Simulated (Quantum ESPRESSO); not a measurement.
**Kohn-Sham bands of LiNbO2 (P6₃/mmc)**

```xyz
8
Lattice="2.9218 0.0000 0.0000 -1.4609 2.5303 0.0000 0.0000 0.0000 10.4510" Properties=species:S:1:pos:R:3 pbc="T T T"
Li     0.0000     0.0000     0.0000
Li     0.0000     0.0000     5.2255
Nb     1.4609    -0.8434    -2.6128
Nb    -1.4609     0.8434     2.6128
O      1.4609    -0.8434     1.2732
O     -1.4609     0.8434    -1.2732
O     -1.4609     0.8434    -3.9523
O      1.4609    -0.8434     3.9523
```

Cell from Materials Project (mp-3924), symmetrised, no further relaxation. COD (Crystallography Open Database) has an entry of this formula and space group (matched by these alone). Method: LDA plane waves in Quantum ESPRESSO 7.5 (PseudoDojo norm-conserving files, 68 Ry, no spin polarisation, no spin-orbit coupling), Bloch states on a 6×6×4 mesh through Γ, Wannier90 4.0.1. Density: 12×12×4 mesh, cold smearing 0.01 Ry.

Energies are relative to the valence-band maximum; weights are on the orthonormalised atomic waves of the pseudopotential files, averaged over the group. 56 electrons a cell are treated as valence.

Task: Into which isolated groups do the bands fall, where do they lie and what are they made of?

Result: 
| bands | from (eV) | to (eV) | filling | weight on atomic waves |
|---|---|---|---|---|
| 1–2 | -55.68 | -55.47 | filled | Nb 4s 94 % |
| 3–4 | -44.55 | -44.52 | filled | Li 1s 98 % |
| 5–10 | -32.51 | -31.19 | filled | Nb 4p 97 % |
| 11–14 | -19.98 | -18.56 | filled | O 2s 81 %, Nb 4d 9 %, Nb 5s 4 % |
| 15–26 | -7.88 | -3.48 | filled | O 2p 79 %, Nb 4d 15 % |
| 27–28 | -1.46 | 0.00 | filled | Nb 4d 79 %, O 2p 17 % |

The Kohn-Sham gap over both meshes and the path is 1.58 eV.
